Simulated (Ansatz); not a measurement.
Consider the following.

IrW (rock salt, space group No. 225), a = 5.1471 Å, b = 5.1471 Å, c = 5.1471 Å, α = 90.00°, β = 90.00°, γ = 90.00°; the cell used has 2 atoms.

This is the PBEsol-relaxed structure.

All from plane-wave PAW PBEsol (Ansatz code), unless another level is named. Predict the density of states at the Fermi level.

0.93 states/eV per atom (mean over ±0.08 eV).

What about the formation energy from the elements (no fitted shifts)?

0.90 eV/atom.

Space group Fm-3m (rock salt). The start of the workflow was typed in or built on a structure type; neither database checked (COD, Materials Project) lists it. COD files the formula under space group No. 51. Its standing as an ambient phase is unchecked. Symmetry was held in the PBEsol relaxation. At this level the phase is mechanically unstable. No spin polarisation was allowed. Its formation energy is positive at this level, so the cell may be metastable or incomplete. The references are the lowest solids computed at this level, not always the standard phases. Spin–orbit coupling is left out wherever it is not named.

Potentials: the later of the program's two PAW sets.
